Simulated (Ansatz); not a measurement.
TaGa₃ in space group I4/mmm (No. 139; Ta on 2a, Ga on 2b, Ga on 4d) at seven volumes, PBEsol (plane waves, PAW; program Ansatz), shape and atoms relaxed at each. One row is withheld.

```
V (Å³/atom)  P (GPa)
-----------  -------
14.007         16.61
14.469         10.10
14.931          4.61
15.392          0.00
15.854             ?
16.316         -7.18
16.778         -9.93
```

Q: Fit the shown pressures and predict the withheld one.

A: P = (3/2)B₀(x^(7/2) − x^(5/2))[1 + (3/4)(B′ − 4)(x − 1)] with x = (V₀/V)^(2/3). Least squares on the six rows gives V₀ = 15.392 Å³/atom, B₀ = 141 GPa, B′ = 4.70. At V = 15.854, x = 0.9805 and P = -3.89 GPa. The run itself gave -3.89 GPa.

The workflow started from a Materials Project entry (that database holds measured and hypothetical structures alike); the Crystallography Open Database files this formula in space group No. 139, but the cells were not matched. Its standing as an ambient phase is unchecked. Symmetry was held in the PBEsol relaxation; of distortions, only those at the zone centre were tested. The run is not spin-polarised. Scalar-relativistic: spin–orbit coupling is off unless named, which matters more the heavier the elements.

Potentials: the later of the program's two PAW sets.
